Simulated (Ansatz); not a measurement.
Level: r2SCAN, no spin polarisation; 500 eV; 7×7×4 Γ-centred mesh; methfessel-paxton occupations (width 0.0653 eV); Ansatz 0.2.0, fixed geometry.

Computed maps in the lattice plane spanned by a (left to right, 3.71 Å, 11 points from zero) and b (bottom to top, 3.71 Å, 11 points from zero), 90° apart, at height 0.000 along c. The fields are smooth PAW ones with compensation charges, not the true ones near nuclei.

Valence density. Digits on a logarithmic scale: 0 up to 0.03 e/Å³, each further digit a factor of 1.6, 9 from 1.3 e/Å³ up:
```
99865445689
98765555678
66667777666
55579999755
44579999754
44579999754
55579999755
66667777666
98765555678
99865445689
99965445699
```

Q: The cell is CrAs₂. Which atoms lie within 0.2 Å of this plane, and where (fractions of a and b)?

A: As at (0.00, 0.00), As at (0.50, 0.50). The whole cell:
```
As Cr
1.0
     3.70889    0.00000    0.00000
     0.00000    3.70889    0.00000
     0.00000    0.00000    7.59631
As Cr
4 2
Direct
  0.00000 0.50000 0.33000
  0.50000 0.00000 0.67000
  0.00000 0.00000 0.00000
  0.50000 0.50000 0.00000
  0.00000 0.50000 0.73500
  0.50000 0.00000 0.26500
```

Origin: a known structure type with other elements, at an estimated volume, so it need not be a known compound. Caveats: no spin polarisation, so a magnetic state may lie lower; atoms or cell far from equilibrium.
